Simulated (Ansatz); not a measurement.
A structure of KTaO$_{3}$ relaxed with PBEsol (plane waves to 420 eV, PAW, scalar-relativistic; Ansatz, a quantum-chemistry and plane-wave program); single points at other levels follow on the same geometry (Ansatz, PAW; HSE06 at 420 eV on a 6×6×6 k-mesh; no spin-orbit coupling). Space group Pm-3m (No. 221).

```xyz
5
Lattice="3.9843 0.0000 0.0000 0.0000 3.9843 0.0000 0.0000 0.0000 3.9843" Properties=species:S:1:pos:R:3 pbc="T T T"
K      0.0000     0.0000     0.0000
Ta     1.9921     1.9921     1.9921
O      0.0000     1.9921     1.9921
O      1.9921     1.9921     0.0000
O      1.9921     0.0000     1.9921
```

```
level   gap (eV)      kind  conduction minimum
------  --------  --------  ------------------
PBEsol      2.15  indirect                   Γ
HSE06          ?         –                   ?
```

### Question
Some entries are withheld; supply them.

### Answer

- HSE06, gap (eV): 3.60
- HSE06, conduction minimum: Γ

HSE06 gaps come from a coarse mesh plus a few chosen points, so they may be too large. No spin polarisation in the result.

It was reached from a disturbed copy of a Pm-3m (No. 221) cell (cubic perovskite type), against which it lies under 1 meV/atom.
